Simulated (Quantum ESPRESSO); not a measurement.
Mg3O2F2, one run as intended and one with a planted mistake

A calculation, not a measurement. The program is pw.x of Quantum ESPRESSO 7.5 (plane-wave density functional theory). The cell is made up: 7 atoms on a rocksalt lattice with one site empty, with randomly drawn elements, strain and displacements, not relaxed. PseudoDojo standard norm-conserving files (v0.5 for PBE, v0.4.1 for LDA and PBEsol) set the functional; there is no spin polarisation, spin-orbit coupling or dispersion term, and the masses in the input are unused placeholders.

Intended input:

```
&control calculation='scf', pseudo_dir='./dojo.nc.sr.pbe.v0_5.standard.upf', outdir='./o', disk_io='medium', tprnfor=.true., tstress=.true. /
&system ibrav=0, nat=7, ntyp=3, nbnd=34, ecutwfc=84.00895049, nosym=.true., tot_charge=0,
 occupations='smearing', smearing='fd', degauss=0.0018374661
/
&electrons conv_thr=7.350e-09, electron_maxstep=60, /
ATOMIC_SPECIES
F 1.0 F.upf
Mg 1.0 Mg.upf
O 1.0 O.upf
CELL_PARAMETERS angstrom
4.0033 -0.0114 -0.0191
-0.0114 4.0342 0.0441
-0.0191 0.0441 4.1047
ATOMIC_POSITIONS angstrom
Mg -0.1289 2.0424 2.0735
Mg 1.9596 -0.009 2.0214
Mg 1.8875 2.0405 -0.0588
O 2.0704 0.0809 0.013
O 2.0074 2.0539 2.1147
F 3.988 0.0404 2.046
F 4.0237 1.9994 0.1031
K_POINTS automatic
4 4 4 1 1 1
```

The log is shortened where brackets say so; the opening notice, blank lines, dates and the lines on written files are dropped, and the path of the files is cut. It prints rydbergs, bohrs and kilobars, and counts compression as positive stress. Where no state is partly filled, the Fermi energy that it prints is only some level between the filled and the empty states on the mesh, and need not lie in the true gap.

Log of the intended run:

```
     Program PWSCF v.7.5
     Parallel version (MPI & OpenMP), running on       1 processor cores
     Number of MPI processes:                 1
     Threads/MPI process:                     1
     [start-up lines left out]
     bravais-lattice index     =            0
     lattice parameter (alat)  =       7.5653  a.u.
     unit-cell volume          =     447.2904 (a.u.)^3
     number of atoms/cell      =            7
     number of atomic types    =            3
     number of electrons       =        56.00
     number of Kohn-Sham states=           34
     kinetic-energy cutoff     =      84.0090  Ry
     charge density cutoff     =     336.0358  Ry
     scf convergence threshold =      7.3E-09
     mixing beta               =       0.7000
     number of iterations used =            8  plain     mixing
     Exchange-correlation= PBE
                           (   1   4   3   4   0   0   0)
     [axes and pseudopotential details left out]
   Cartesian axes
     site n.     atom                  positions (alat units)
         1        Mg     tau(   1) = (  -0.0321979   0.5101712   0.5179397  )
         2        Mg     tau(   2) = (   0.4894886  -0.0022481   0.5049256  )
         3        Mg     tau(   3) = (   0.4714787   0.5096966  -0.0146877  )
         4        O      tau(   4) = (   0.5171653   0.0202080   0.0032473  )
         5        O      tau(   5) = (   0.5014286   0.5130438   0.5282310  )
         6        F      tau(   6) = (   0.9961628   0.0100915   0.5110705  )
         7        F      tau(   7) = (   1.0050803   0.4994303   0.0257534  )
     number of k points=    32  Fermi-Dirac smearing, width (Ry)=  0.0018
                       cart. coord. in units 2pi/alat
        k(    1) = (   0.1259306   0.1230757   0.1211776), wk =   0.0625000
        k(    2) = (   0.1270865   0.1204132   0.3650395), wk =   0.0625000
     [further k points left out]
     Dense  grid:    46549 G-vectors     FFT dimensions: (  45,  45,  45)
     Estimated max dynamical RAM per process >      53.69 MB
     Initial potential from superposition of free atoms
     starting charge      55.9976, renormalised to      56.0000
     Starting wfcs are   31 randomized atomic wfcs +    3 random wfcs
     total cpu time spent up to now is        3.3 secs
     per-process dynamical memory:    36.2 Mb
     Self-consistent Calculation
     iteration #  1     ecut=    84.01 Ry     beta= 0.70
     Davidson diagonalization with overlap
     ethr =  1.00E-02,  avg # of iterations =  4.6
     total cpu time spent up to now is       11.3 secs
     total energy              =    -521.34255547 Ry
     estimated scf accuracy    <       1.29332778 Ry
     iteration #  2     ecut=    84.01 Ry     beta= 0.70
     Davidson diagonalization with overlap
     ethr =  2.31E-03,  avg # of iterations =  2.9
     total cpu time spent up to now is       18.1 secs
     total energy              =    -521.63778640 Ry
     estimated scf accuracy    <       1.23602121 Ry
     [iterations 3 to 8 left out]
     iteration #  9     ecut=    84.01 Ry     beta= 0.70
     Davidson diagonalization with overlap
     ethr =  2.79E-10,  avg # of iterations =  2.0
     total cpu time spent up to now is       72.3 secs
     total energy              =    -521.89538866 Ry
     estimated scf accuracy    <       0.00000002 Ry
     iteration # 10     ecut=    84.01 Ry     beta= 0.70
     Davidson diagonalization with overlap
     ethr =  4.30E-11,  avg # of iterations =  2.0
     total cpu time spent up to now is       79.7 secs
     End of self-consistent calculation
     [lines on levels left out]
     the Fermi energy is     9.5556 ev
!    total energy              =    -521.89538867 Ry
     estimated scf accuracy    <          1.8E-09 Ry
     smearing contrib. (-TS)   =       0.00000000 Ry
     internal energy E=F+TS    =    -521.89538867 Ry
     The total energy is F=E-TS. E is the sum of the following terms:
     one-electron contribution =    -274.82019424 Ry
     hartree contribution      =     154.69277447 Ry
     xc contribution           =     -87.47780075 Ry
     ewald contribution        =    -314.29016815 Ry
     convergence has been achieved in  10 iterations
     Forces acting on atoms (cartesian axes, Ry/au):
     atom    1 type  2   force =     0.06198501   -0.00233453    0.00671479
     atom    2 type  2   force =     0.00627253    0.03447000    0.00228060
     atom    3 type  2   force =     0.04722734    0.00939595    0.05396567
     atom    4 type  3   force =    -0.01713196   -0.03941128   -0.01258677
     atom    5 type  3   force =    -0.06316710   -0.00106501   -0.03041867
     atom    6 type  1   force =     0.00019346   -0.01208006    0.00519922
     atom    7 type  1   force =    -0.03537928    0.01102493   -0.02515484
     Total force =     0.139489     Total SCF correction =     0.000055
     Computing stress (Cartesian axis) and pressure
          total   stress  (Ry/bohr**3)                   (kbar)     P=      168.48
   0.00198496   0.00001306  -0.00000343          292.00        1.92       -0.50
   0.00001306   0.00081556  -0.00016942            1.92      119.97      -24.92
  -0.00000343  -0.00016942   0.00063546           -0.50      -24.92       93.48
     init_run     :      2.80s CPU      3.23s WALL (       1 calls)
     electrons    :     67.30s CPU     76.43s WALL (       1 calls)
     forces       :      0.78s CPU      0.80s WALL (       1 calls)
     stress       :      3.01s CPU      3.05s WALL (       1 calls)
     [timing details left out]
     PWSCF        :   1m13.99s CPU   1m23.68s WALL
     JOB DONE.
```

A second run has one planted mistake: the plane-wave cutoff is too low. The input lines that differ, file-writing options aside:

```
- &system ibrav=0, nat=7, ntyp=3, nbnd=34, ecutwfc=84.00895049, nosym=.true., tot_charge=0,
+ &system ibrav=0, nat=7, ntyp=3, nbnd=34, ecutwfc=53.94800495, nosym=.true., tot_charge=0,
```

Its log:

```
     Program PWSCF v.7.5
     Parallel version (MPI & OpenMP), running on       1 processor cores
     Number of MPI processes:                 1
     Threads/MPI process:                     1
     [start-up lines left out]
     bravais-lattice index     =            0
     lattice parameter (alat)  =       7.5653  a.u.
     unit-cell volume          =     447.2904 (a.u.)^3
     number of atoms/cell      =            7
     number of atomic types    =            3
     number of electrons       =        56.00
     number of Kohn-Sham states=           34
     kinetic-energy cutoff     =      53.9480  Ry
     charge density cutoff     =     215.7920  Ry
     scf convergence threshold =      7.3E-09
     mixing beta               =       0.7000
     number of iterations used =            8  plain     mixing
     Exchange-correlation= PBE
                           (   1   4   3   4   0   0   0)
     [axes and pseudopotential details left out]
   Cartesian axes
     site n.     atom                  positions (alat units)
         1        Mg     tau(   1) = (  -0.0321979   0.5101712   0.5179397  )
         2        Mg     tau(   2) = (   0.4894886  -0.0022481   0.5049256  )
         3        Mg     tau(   3) = (   0.4714787   0.5096966  -0.0146877  )
         4        O      tau(   4) = (   0.5171653   0.0202080   0.0032473  )
         5        O      tau(   5) = (   0.5014286   0.5130438   0.5282310  )
         6        F      tau(   6) = (   0.9961628   0.0100915   0.5110705  )
         7        F      tau(   7) = (   1.0050803   0.4994303   0.0257534  )
     number of k points=    32  Fermi-Dirac smearing, width (Ry)=  0.0018
                       cart. coord. in units 2pi/alat
        k(    1) = (   0.1259306   0.1230757   0.1211776), wk =   0.0625000
        k(    2) = (   0.1270865   0.1204132   0.3650395), wk =   0.0625000
     [further k points left out]
     Dense  grid:    23937 G-vectors     FFT dimensions: (  36,  36,  40)
     Estimated max dynamical RAM per process >      28.99 MB
     Check: negative core charge=   -0.000075
     Initial potential from superposition of free atoms
     starting charge      55.9976, renormalised to      56.0000
     Starting wfcs are   31 randomized atomic wfcs +    3 random wfcs
     total cpu time spent up to now is        1.8 secs
     per-process dynamical memory:    21.3 Mb
     Self-consistent Calculation
     iteration #  1     ecut=    53.95 Ry     beta= 0.70
     Davidson diagonalization with overlap
     ethr =  1.00E-02,  avg # of iterations =  4.8
     total cpu time spent up to now is        5.8 secs
     total energy              =    -520.84050507 Ry
     estimated scf accuracy    <       1.25171003 Ry
     iteration #  2     ecut=    53.95 Ry     beta= 0.70
     Davidson diagonalization with overlap
     ethr =  2.24E-03,  avg # of iterations =  2.7
     total cpu time spent up to now is        8.9 secs
     total energy              =    -521.11602730 Ry
     estimated scf accuracy    <       1.15446115 Ry
     [iterations 3 to 8 left out]
     iteration #  9     ecut=    53.95 Ry     beta= 0.70
     Davidson diagonalization with overlap
     ethr =  1.19E-10,  avg # of iterations =  2.0
     total cpu time spent up to now is       34.9 secs
     total energy              =    -521.36138499 Ry
     estimated scf accuracy    <       0.00000001 Ry
     iteration # 10     ecut=    53.95 Ry     beta= 0.70
     Davidson diagonalization with overlap
     ethr =  2.51E-11,  avg # of iterations =  2.0
     total cpu time spent up to now is       37.7 secs
     End of self-consistent calculation
     [lines on levels left out]
     the Fermi energy is     9.5210 ev
!    total energy              =    -521.36138499 Ry
     estimated scf accuracy    <          7.6E-10 Ry
     smearing contrib. (-TS)   =       0.00000000 Ry
     internal energy E=F+TS    =    -521.36138499 Ry
     The total energy is F=E-TS. E is the sum of the following terms:
     one-electron contribution =    -273.31698015 Ry
     hartree contribution      =     153.54502586 Ry
     xc contribution           =     -87.29926255 Ry
     ewald contribution        =    -314.29016815 Ry
     convergence has been achieved in  10 iterations
     Forces acting on atoms (cartesian axes, Ry/au):
     atom    1 type  2   force =     0.06449219   -0.00067947    0.01191324
     atom    2 type  2   force =     0.00812736    0.03673120    0.00550116
     atom    3 type  2   force =     0.05078200    0.01293984    0.05767430
     atom    4 type  3   force =    -0.01731407   -0.04237234   -0.01552514
     atom    5 type  3   force =    -0.06590308   -0.00365504   -0.03463678
     atom    6 type  1   force =    -0.00107998   -0.01335996    0.00515836
     atom    7 type  1   force =    -0.03910442    0.01039578   -0.03008515
     Total force =     0.149869     Total SCF correction =     0.000052
     Computing stress (Cartesian axis) and pressure
          total   stress  (Ry/bohr**3)                   (kbar)     P=     -957.58
  -0.00567843   0.00000294   0.00000336         -835.33        0.43        0.49
   0.00000294  -0.00683444  -0.00016476            0.43    -1005.38      -24.24
   0.00000336  -0.00016476  -0.00701570            0.49      -24.24    -1032.05
     init_run     :      1.61s CPU      1.74s WALL (       1 calls)
     electrons    :     29.66s CPU     35.95s WALL (       1 calls)
     forces       :      0.38s CPU      0.39s WALL (       1 calls)
     stress       :      1.42s CPU      1.43s WALL (       1 calls)
     [timing details left out]
     PWSCF        :     33.13s CPU     39.60s WALL
     JOB DONE.
```

```
                                            intended run  run with the mistake
                          free energy (eV)     -7100.749             -7093.483
                    smearing term -TS (eV)        0.0000                0.0000
                            pressure (GPa)         16.85                -95.76
            largest force component (eV/Å)         1.624                 1.694
largest change of a force component (eV/Å)                               0.134
                                iterations            10                    10
```

For scale, a rerun of the intended cell at 1437 eV and a 6 x 6 x 6 mesh moved values by no more than 0.003 eV in energy, 0.05 GPa in stress and 0.009 eV/Å in force.